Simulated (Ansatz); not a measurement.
MgSe (rock salt, Fm-3m) under volume change, DFT-PBE in the program Ansatz with PAW potentials, scaled uniformly.

```csv
V (Å³/atom),E − E(relaxed) (meV/atom),P (GPa)
19.012,?,?
19.639,?,?
20.265,3.7,1.96
20.892,0.0,0.00
21.519,3.4,-1.69
22.146,12.9,-3.14
22.773,27.7,-4.38
```

Problem. Fill in the missing entries.

Solution. 
- 19.639, E − E(relaxed) (meV/atom): 15.8
- 19.639, P (GPa): 4.26
- 19.012, E − E(relaxed) (meV/atom): 37.5
- 19.012, P (GPa): 6.94

Problem. What does a third-order Birch–Murnaghan fit give for V₀, B₀ and B′?

Solution. V₀ = 20.89 Å³/atom, B₀ = 60.6 GPa, B′ = 4.1.

The cell was relaxed with PBE under the symmetry of its start.

Potentials: the later of the program's two PAW sets.
